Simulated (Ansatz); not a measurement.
La₅Si₃ in space group P6_3/mcm (No. 193; La on 4d, La on 6g, Si on 6g) at seven volumes, r²SCAN in the plane-wave PAW code Ansatz, shape and atoms relaxed at each. One row is withheld.

```tsv
V (Å³/atom)	P (GPa)
27.486	5.71
28.392	3.56
29.298	?
30.204	0.00
31.110	-1.46
32.016	-2.75
32.922	-3.88
```

Q: Fit the shown pressures and predict the withheld one.

A: Third-order Birch–Murnaghan: P = (3/2)B₀(x^(7/2) − x^(5/2))[1 + (3/4)(B′ − 4)(x − 1)] with x = (V₀/V)^(2/3). Least squares on the six rows gives V₀ = 30.205 Å³/atom, B₀ = 51.96 GPa, B′ = 3.28. At V = 29.298, x = 1.0205 and P = 1.67 GPa. The run itself gave 1.67 GPa.

The first step of the workflow began from a Materials Project structure, measured or hypothetical; the Crystallography Open Database copy checked does not list it. COD files the formula under space group No. 140. Its standing as an ambient phase is unchecked. The r²SCAN relaxation kept the symmetry of its start; whether a distortion lowers the energy is not shown. Scalar-relativistic: spin–orbit coupling is off unless named, which matters more the heavier the elements.

Potentials: the later of the program's two PAW sets.
